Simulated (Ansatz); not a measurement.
Space group Pmma (No. 51). a = 5.239 Å, b = 7.433 Å, c = 8.127 Å, α = 90.00°, β = 90.00°, γ = 90.00°
```
atom site symmetry x y z
  Si    4k m..  0.2500  0.2117  0.1050
  Si    2f mm2  0.2500  0.5000  0.3868
   O    4g       .2.  0.0000  0.2637  0.0000
   O    2e mm2  0.2500  0.0000  0.1474
   O    4k m..  0.2500  0.3214  0.2746
   O    2d     .2/m.  0.5000  0.5000  0.5000
```

Equation of state of this SiO2 structure (not necessarily the ground state), with shape and atoms relaxed at each volume where symmetry leaves them free. Method: DFT r2SCAN, scalar-relativistic, plane waves, PAW in Ansatz 0.2.0.

Settings: cutoff 500 eV, Γ-centred mesh 4×4×4 on the computed 18-atom cell, Gaussian smearing of 0.02 eV; no spin polarisation.

```csv
V (Å³/atom),E − E(largest V) (meV/atom),P (GPa),gap on mesh (eV)
15.472,15.96,11.13,6.22
16.000,-14.87,7.65,6.23
16.527,-34.97,4.64,6.22
17.055,-46.03,2.15,6.20
17.582,-49.56,0.00,6.17
18.109,-45.48,-2.59,6.12
18.637,-32.13,-5.51,6.05
19.340,0.00,-9.04,5.88
```

Q: Does one Birch–Murnaghan curve describe these points?

A: Not well: the fit leaves 0.69 meV/atom rms, which suggests a change of structure or state along the series.

The gaps are read on the mesh, which can miss the band edges, so they can be too wide.

This form isn't the usual stable structure of the compound.

Cost: 8 runs of about 73 core-minutes in all, on Intel Xeon Platinum 8175M (Skylake/Cascade Lake) (shared hosts).